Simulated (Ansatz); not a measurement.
TlSe2Br in Ansatz, single run

The command:

```bash
ansatz run input.yaml --threads 1 --pin off --max-ram 2560MiB --backend cpu --events-out ev --progress --plain --runs-dir out
```

Input:

```yaml
crystal:
  lattice:
    - [4.130748, 0.0, 0.0]
    - [-2.065374, 3.577333, 0.0]
    - [-2.065374, 1.192444, 7.679643]
  atoms:
    - { symbol: Se, position: [0.23314, 0.76686, 0.69942] }
    - { symbol: Se, position: [0.76686, 0.23314, 0.30058] }
    - { symbol: Tl, position: [0.5, 0.5, 0.5] }
    - { symbol: Br, position: [0.0, 0.0, 0.0] }
  symmetry: { tolerance: 0.0003 }
kpoints:
  mp_grid: { grid: [5, 5, 5], shift: [0, 0, 0] }
magnetization:
  spin_polarized: false
scf:
  occupations: { method: gaussian, width: 0.01 }
hamiltonian:
  pseudopotentials: { kind: paw }
  xc: r2scan
basis:
  ecutwfc: 500
output:
  forces: true
  stress: true
  eigenvalues: true
  write_density: true
  write_potential: true
  elf: true
  volumetric_format: npy
```

Origin of the cell: a known structure type with other elements, at an estimated volume, so it need not be a known compound.

Output (shortened):

```
SCF iter   1: F=—  HF=-25207.128144 eV  Δρ=5.87e-3  dr2=5.63e-2  dr2_τ=2.10e-2
SCF iter   2: F=—  HF=-25207.131656 eV  Δρ=3.06e-3  dr2=2.38e-2  dr2_τ=8.55e-4  defer=23
SCF iter   3: F=—  HF=-25207.128588 eV  Δρ=1.80e-3  dr2=1.37e-2  dr2_τ=5.00e-5  defer=23
SCF iter   4: F=—  HF=-25207.128037 eV  Δρ=1.48e-3  dr2=9.18e-3  dr2_τ=4.02e-5  defer=23
SCF iter   5: F=—  HF=-25207.126370 eV  Δρ=6.88e-4  dr2=1.60e-3  dr2_τ=4.76e-6  defer=23
SCF iter   6: F=—  HF=-25207.126176 eV  Δρ=2.42e-4  dr2=2.23e-4  dr2_τ=1.78e-6  defer=23
SCF iter   7: F=—  HF=-25207.126162 eV  Δρ=1.02e-4  dr2=1.81e-5  dr2_τ=4.01e-7  defer=23
SCF iter   8: F=—  HF=-25207.126161 eV  Δρ=5.57e-5  dr2=7.57e-6  dr2_τ=7.45e-8  defer=23
SCF iter   9: F=—  HF=-25207.126160 eV  Δρ=2.29e-5  dr2=8.16e-7  dr2_τ=2.08e-8  defer=23
SCF iter  10: F=-25207.126160 eV  HF=-25207.126160 eV  Δρ=5.17e-6  dr2=3.60e-8  dr2_τ=1.67e-9
SCF 1 converged in 10 iterations: F = -25207.126160 eV  dr2 = 3.60e-8
SCF converged after 10 iterations
Free energy (F): -25207.126160 eV
Harris-Foulkes:  -25207.126160 eV  (|F-HF|=1.59e-8)
Internal energy: -25207.125466 eV  (E = F + TS)
E sigma→0 (E₀):  -25207.125813 eV
Entropy (-TS):   -0.000694 eV (-0.173 meV/atom)
Fermi energy:    5.825434 eV
--- Per-component energies (eV) ---
  E_band       = -894.704980
  E_kinetic    = 703.088030
  E_local      = -7050.615214  (includes V_loc(G=0)·N_el)
  E_nonlocal   = -801.436955
  E_hartree    = 3294.238631
  E_xc         = -658.365402
  E_vxc        = -472.871151  (∫ρ·V_xc dr)
  E_paw        = -16319.929465  (= ΣΔE_a)
  E_vpaw       = 110.848578  (= ΣTr[D̂ρ^β])
  E_aug_tail   = -0.000407  (compensation charges beyond the density's cutoff)
  E_vtau       = 27.809089  (kinetic-family band-sum trace: ∫τ·v_τ [+ j·A + Jᵃ·Aᵃ] dr)
  E_ewald      = -4371.456710
  E_core_change = -2.647973  (= ΣΔE_core)
  E_smearing   = -0.000694  (= −TS)
  Σ components = -25207.126160   (vs F -25207.126160, Δ=0.00e0)
--- Forces (eV/Å), atoms counted from 1 ---
  atom   1  Se     0.000000    -0.000000     0.342118
  atom   2  Se     0.000000     0.000000    -0.342118
  atom   3  Tl     0.000000     0.000000     0.000000
  atom   4  Br     0.000000     0.000000     0.000000
  max |Σ_I F_I| component: 5.55e-17 eV/Å
--- Stress (GPa, compression-positive) ---
       -1.262184       0.000000      -0.000000
        0.000000      -1.262184       0.000000
        0.000000       0.000000      -2.975010
  P = ⅓ Tr σ = -1.8331 GPa (-18.331 kbar)
```

Caveats: no spin-orbit coupling, though heavy elements are present; the k mesh is coarse if the cell is a metal.

It ran for 18 s on 1 thread of Arm Neoverse V2, with other jobs on the host, peak memory 0.73 GiB, from the program's own first density.
